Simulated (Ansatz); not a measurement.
# 4 guesses for MgCdF₄ and where they end

These are results of DFT PBE, scalar-relativistic, plane waves, PAW in Ansatz 0.2.0, not measurements. Settings: cutoff 420 eV, Γ-centred meshes spaced at most about 0.3 Å⁻¹, and about 0.25 Å⁻¹ or finer for metals (2π included), Gaussian smearing. No spin polarisation in the final relaxations.

Each guess was relaxed in cell and atoms at zero pressure, within the symmetry of its start. Temperature and zero-point effects are left out. Coordination counts F atoms around Cd and Mg (those within 1.25 times the shortest such distance or 1.15 times the sum of covalent radii; the shortest distance is added where it is long for a bond).

```json
{"guess": "1", "made from": "TiNbB4 type", "start group": "P6/mmm", "V start (Å³/atom)": "12.7", "end group": "P6/mmm", "V end (Å³/atom)": "11.7", "coordination at the end": "Mg 12 from 2.6 Å, Cd 12 from 2.6 Å", "gap on mesh (eV)": "0", "E over the lowest end (meV/atom)": "893"}
{"guess": "2", "made from": "random cell", "start group": "P4/mmm", "V start (Å³/atom)": "14.8", "end group": "P4/mmm", "V end (Å³/atom)": "12.3", "coordination at the end": "Mg 8, Cd 8", "gap on mesh (eV)": "2.64", "E over the lowest end (meV/atom)": "145"}
{"guess": "3", "made from": "H4BrN type", "start group": "P-43m", "V start (Å³/atom)": "12.3", "end group": "P-43m", "V end (Å³/atom)": "16.8", "coordination at the end": "Mg 4, Cd 4", "gap on mesh (eV)": "4.14", "E over the lowest end (meV/atom)": "0"}
{"guess": "4", "made from": "CeCo4Cu type", "start group": "P-6m2", "V start (Å³/atom)": "14.5", "end group": "?", "V end (Å³/atom)": "?", "coordination at the end": "?", "gap on mesh (eV)": "?", "E over the lowest end (meV/atom)": "?"}
```

Guess 4 as it starts:

```cif
data_structure
_symmetry_space_group_name_H-M 'P-6m2'
_symmetry_Int_Tables_number 187
_cell_length_a 4.9670
_cell_length_b 4.9670
_cell_length_c 4.0712
_cell_angle_alpha 90.000
_cell_angle_beta 90.000
_cell_angle_gamma 120.000
_cell_volume 86.99
loop_
_atom_site_label
_atom_site_type_symbol
_atom_site_symmetry_multiplicity
_atom_site_Wyckoff_symbol
_atom_site_fract_x
_atom_site_fract_y
_atom_site_fract_z
_atom_site_occupancy
Mg1 Mg 1 a 0.00000 0.00000 0.00000 1
Cd1 Cd 1 c 0.33333 0.66667 0.00000 1
F1 F 1 e 0.66667 0.33333 0.00000 1
F2 F 3 k 0.99951 0.49975 0.50000 1
```

Question: Fill in the missing row: what does this guess relax into, and where does it rank?

Answer: It ends in space group P-6m2 (No. 187), with a = 5.171 Å, c = 3.614 Å, 13.9 Å³/atom and no gap. It lies 1.46 eV/atom over the lowest end, above guess 1 and so the highest of the set. Counting F atoms around Cd and Mg, this end has Mg 15 from 3.0 Å, Cd 6 and the lowest (guess 3) has Mg 4, Cd 4.

```cif
data_structure
_symmetry_space_group_name_H-M 'P-6m2'
_symmetry_Int_Tables_number 187
_cell_length_a 5.1706
_cell_length_b 5.1706
_cell_length_c 3.6135
_cell_angle_alpha 90.000
_cell_angle_beta 90.000
_cell_angle_gamma 120.000
_cell_volume 83.67
loop_
_atom_site_label
_atom_site_type_symbol
_atom_site_symmetry_multiplicity
_atom_site_Wyckoff_symbol
_atom_site_fract_x
_atom_site_fract_y
_atom_site_fract_z
_atom_site_occupancy
Mg1 Mg 1 a 0.00000 0.00000 0.00000 1
Cd1 Cd 1 c 0.33333 0.66667 0.00000 1
F1 F 1 e 0.66667 0.33333 0.00000 1
F2 F 3 k 0.01870 0.50935 0.50000 1
```

The zero of energy is the elements' standard structures at the same level (F₂ as a molecule); no fitted shifts are applied.

Question: Is the lowest end bound against the elements?

Answer: Yes: its formation energy is −2.660 eV/atom. A negative formation energy is needed for stability but isn't enough: competing phases decide.

Kohn–Sham gaps at this level usually fall short of measured ones. A magnetic state wasn't ruled out in cells without spin, among them P4/mmm. Cells relaxed within their symmetry can be saddle points. A lower structure may well exist outside this small set. Some types were kept out of the candidates beforehand, so the set may lack a known form.
